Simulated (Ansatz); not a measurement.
Cells of TiB2 relaxed with PBEsol (plane waves to 420 eV, PAW, scalar-relativistic; Ansatz, a program for electronic structure), each with a space-group label. One label is wrong.

**A**, labelled Fm-3m (No. 225)
```xyz
3
Lattice="3.0171 0.0000 0.0000 -1.5085 2.6129 0.0000 0.0000 0.0000 3.1856" Properties=species:S:1:pos:R:3 pbc="T T T"
B      1.5085     0.8710     1.5928
B      0.0000     1.7419     1.5928
Ti     0.0000     0.0000     0.0000
```

**B**, labelled Fddd (No. 70)
```
CELL_PARAMETERS angstrom
      0.00000     3.08679     3.99112
      2.28545     0.00000     3.99112
      2.28545     3.08679     0.00000
ATOMIC_POSITIONS crystal
  B  0.63187 0.36813 0.63187
  B  0.36813 0.63187 0.36813
  B  0.61813 0.88187 0.61813
  B  0.88187 0.61813 0.88187
  Ti 0.00000 0.00000 0.00000
  Ti 0.25000 0.25000 0.25000
```

**C**, labelled Fd-3m (No. 227)
```
CELL_PARAMETERS angstrom
      0.00000     2.90976     2.90976
      2.90976     0.00000     2.90976
      2.90976     2.90976     0.00000
ATOMIC_POSITIONS crystal
  B  0.12500 0.12500 0.12500
  B  0.62500 0.12500 0.12500
  B  0.12500 0.62500 0.12500
  B  0.12500 0.12500 0.62500
  Ti 0.75000 0.75000 0.75000
  Ti 0.50000 0.50000 0.50000
```

Which label is wrong, and what should it be (tolerance 0.01 Å)?

A: its symmetry is P6/mmm (No. 191), hP3, AFLOW prototype AB2_hP3_191_a_d (C32, as in AlB2); a = b = 3.0171 Å, c = 3.1856 Å, α = β = 90.00°, γ = 120.00°.

Each run could gain symmetry but not lose that of its start, so entries can be saddle points. From databases, or of a type measured for this composition: P6/mmm, hP3, AFLOW prototype AB2_hP3_191_a_d (C32, as in AlB2); the others are generated cells (placed on structure types, drawn at random, substituted or restacked) that were not matched to a known phase here.

No spin polarisation in the result.
